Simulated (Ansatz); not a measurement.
This CsAg₂ structure is the end of a relaxation. The cell was found from a structure generator's guess, not taken from experiment.

Level of theory: DFT PBE, scalar-relativistic, plane waves, PAW (Ansatz 0.2.0). Cutoff 420 eV, Γ-centred mesh, Gaussian smearing, no spin polarisation.

```yaml
crystal:
  lattice:
    - [4.85222, 0.00000, 0.00000]
    - [-2.42611, 4.20215, 0.00000]
    - [0.00000, 0.00000, 5.45725]
  atoms:
    - { symbol: Cs, position: [0.00000, 0.00000, 0.50000] }
    - { symbol: Ag, position: [0.33333, 0.66667, 0.00000] }
    - { symbol: Ag, position: [0.66667, 0.33333, 0.00000] }
```

Energies over the elements count from the elements' standard structures at the same level, with no fitted energy shifts.

Problem. Find its symmetry and describe it.

Solution. P6/mmm (No. 191), the AlB2 type. Conventional cell: a = 4.852 Å, c = 5.457 Å. Cs has 12 Ag at 3.91 Å and 6 Cs at 4.85 Å; Ag has 3 Ag at 2.80 Å and 6 Cs at 3.91 Å.

Problem. What is its formation energy per atom?

Solution. +0.08 eV/atom. The separate elements lie lower, so it is unstable against them.

Problem. Is it a metal?

Solution. Yes, bands cross the Fermi level on the 12×12×10 mesh.

The last run used a 12×12×10 mesh (in the run's order of axes) for its 3-atom cell and Gaussian smearing of 0.10 eV. A later test with randomly moved atoms came back to the same energy, though modes that don't fit the test's cell weren't probed.
